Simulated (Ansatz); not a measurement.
Here is the system:

Relaxed Ti (hcp, Mg type):

```
Ti
1.0
    2.93885     0.00000     0.00000
   -1.46943     2.54512     0.00000
    0.00000     0.00000     4.64996
Ti
2
Direct
  0.33333   0.66667   0.75000
  0.66667   0.33333   0.25000
```

In each cell atom 2 (Ti, nearest neighbour Ti at 2.878 Å; its periodic images, 2.9 Å or more away, move with it) moves by s·(0.707, 0.707, 0.000) (along Cartesian [110]), the rest being held.

The numbers are results of PBE (plane waves to 420 eV, PAW, scalar-relativistic; Ansatz, a program for electronic structure), not measurements. k mesh 15×15×8 (Γ-centred), Fermi-Dirac smearing 0.05 eV. Energies are smeared free energies. With partly filled bands, energies and forces of such displacements shift with the k mesh and the smearing. The PAW data are Ansatz's earlier set. Ti is run without spin polarisation. Ti was relaxed with its symmetry unable to fall. ΔE is measured from the undisplaced structure.

The scan covers s from -0.290 to 0.290 Å in 11 points.

Is the energy the same for displacements of ±0.290 Å, and if not, which side lies higher?

Not even: the positive side lies higher at ±0.290 Å. With its periodic images moving along, the atom's site symmetry in this cell is -6m2.

What force acts on the atom along the line at s = -0.290 Å?

0.346 eV/Å.

What is the force constant k = d²E/ds² of this move at s = 0?

1.56 eV/Å².

With two atoms in the cell this is the zone-centre optical mode. What wavenumber follows?

133 cm⁻¹.

(For displaced atoms, the force is minus the slope of the energy, and its curvature is a force constant, which sets phonon frequencies.)
